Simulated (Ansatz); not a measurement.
One stationary structure of SnSe. Space group Pnma (No. 62), AFLOW prototype AB_oP8_62_c_c (B29, as in SnS). Computed with PBEsol (plane waves to 420 eV, PAW, scalar-relativistic; Ansatz, a quantum-chemistry and plane-wave program).

```xyz
8
Lattice="11.4383 0.0000 0.0000 0.0000 4.1522 0.0000 0.0000 0.0000 4.3617" Properties=species:S:1:pos:R:3 pbc="T T T"
Sn     1.3499     1.0380     0.4151
Sn     4.3692     3.1141     2.5960
Sn    10.0884     3.1141     3.9466
Sn     7.0691     1.0380     1.7657
Se     9.8049     1.0380     2.0800
Se     7.3527     3.1141     4.2608
Se     1.6335     3.1141     2.2817
Se     4.0857     1.0380     0.1009
```

```yaml
volume_per_atom: 25.89 Å³
band_gap: 0.40 eV, indirect (valence top at 67 % of the way from Γ to Z, conduction bottom at 33 % of the way from Y to Γ) (no spin-orbit coupling)
smallest_direct_gap: 0.54 eV at 33 % of the way from Y to Γ
shortest_distances: Se–Sn 2.75 Å; Sn–Sn 3.51 Å
k-mesh: 3×8×8
```

Band energies at high-symmetry points (eV from the VBM; labels of this space group; no spin-orbit coupling), from −5 eV up to 3.4 eV:

```
point                                                                                                                   energies
-----  -------------------------------------------------------------------------------------------------------------------------
Γ                               -4.97 -3.54 -3.54 -3.39 -2.99 -2.94 -2.45 -1.95 -1.69 -1.36 -0.78 -0.63 0.47 2.90 3.00 3.01 3.28
X                                    -4.18 -4.18 -3.34 -3.34 -3.06 -3.06 -2.26 -2.26 -1.99 -1.99 -0.64 -0.64 2.50 2.50 2.66 2.66
S                -2.87 -2.87 -2.87 -2.87 -2.16 -2.16 -2.16 -2.16 -0.99 -0.99 -0.99 -0.99 1.35 1.35 1.35 1.35 2.00 2.00 2.00 2.00
Y      -3.73 -3.73 -2.26 -2.26 -2.21 -2.21 -1.74 -1.74 -1.06 -1.06 -0.70 -0.70 0.83 0.83 1.34 1.34 1.58 1.58 2.38 2.38 2.96 2.96
Z      -3.85 -3.85 -2.19 -2.19 -1.79 -1.79 -1.48 -1.48 -0.86 -0.86 -0.31 -0.31 1.14 1.14 1.37 1.37 1.57 1.57 2.41 2.41 2.96 2.96
U      -3.01 -3.01 -2.71 -2.71 -2.18 -2.18 -1.81 -1.81 -0.51 -0.51 -0.26 -0.26 1.06 1.06 1.44 1.44 1.54 1.54 2.86 2.86 3.13 3.13
R                                    -4.88 -4.88 -4.88 -4.88 -3.99 -3.99 -3.99 -3.99 -1.67 -1.67 -1.67 -1.67 2.32 2.32 2.32 2.32
T                                                -4.75 -4.75 -3.90 -3.90 -3.36 -3.36 -2.45 -2.45 -1.59 -1.59 2.55 2.55 2.98 2.98
```

No spin polarisation in the result.

The run could not lose the symmetry of its start.
